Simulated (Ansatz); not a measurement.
GePdS₃:
```yaml
crystal:
  lattice:
    - [6.96414, 1.72212, 0.00000]
    - [-6.96414, 1.72212, 0.00000]
    - [-2.36057, 0.00000, 8.38540]
  atoms:
    - { symbol: Ge, position: [0.08823, 0.91177, 0.31319] }
    - { symbol: Ge, position: [0.91177, 0.08823, 0.68681] }
    - { symbol: Pd, position: [0.38513, 0.61487, 0.03327] }
    - { symbol: Pd, position: [0.61487, 0.38513, 0.96673] }
    - { symbol: S, position: [0.63171, 0.36829, 0.47926] }
    - { symbol: S, position: [0.36829, 0.63171, 0.52074] }
    - { symbol: S, position: [0.18091, 0.81909, 0.14013] }
    - { symbol: S, position: [0.81909, 0.18091, 0.85987] }
    - { symbol: S, position: [0.92259, 0.07741, 0.21441] }
    - { symbol: S, position: [0.07741, 0.92259, 0.78559] }
```

Relaxed with LDA. Special points in fractions of this cell's reciprocal vectors: Γ (0.000, 0.000, 0.000); C (0.266, 0.266, 0.000); C2 (-0.266, 0.734, 0.000); Y2 (-0.500, 0.500, 0.000); M2 (-0.500, 0.500, 0.500); D (-0.259, 0.741, 0.500); D2 (0.259, 0.259, 0.500); A (0.000, 0.000, 0.500); L2 (0.000, 0.500, 0.500); V2 (0.000, 0.500, 0.000).

Q: List the band energies nearest the valence-band maximum at these points for LDA (plane waves, PAW; program Ansatz).

A: In eV from the valence-band maximum; about four levels below and three above (degenerate sets whole), none deeper than 8.9 eV; points with the same levels are listed once.

```tsv
k	below	above
Γ	-0.78 -0.63 -0.61 -0.36	1.60 1.99 2.18
C	-1.29 -1.29 -1.09 -0.47	1.50 1.52 2.37
Y2	-1.02 -0.79 -0.58 -0.25	1.85 1.93 2.30
M2	-1.08 -0.93 -0.43 -0.36	1.85 2.06 2.09
D	-1.52 -1.20 -0.99 -0.38	1.77 1.85 1.88
A	-1.02 -0.97 -0.33 -0.01	1.22 2.15 2.22
L2	-1.58 -0.98 -0.78 -0.73	1.77 1.89 2.31
V2	-1.42 -1.02 -0.80 -0.80	1.50 1.53 2.34
```

Space group C2/m. The first step of the workflow began from a Materials Project structure, measured or hypothetical; the Crystallography Open Database copy checked does not list it. Whether it is the stable phase at ambient conditions was not checked. Symmetry was held in the LDA relaxation; whether a distortion lowers the energy is not shown. The run is not spin-polarised. A crystal of weakly bound chains computed without a dispersion correction: the cell and the soft elastic constants depend strongly on that. Spin–orbit coupling is left out wherever it is not named.

Potentials: the later of the program's two PAW sets.
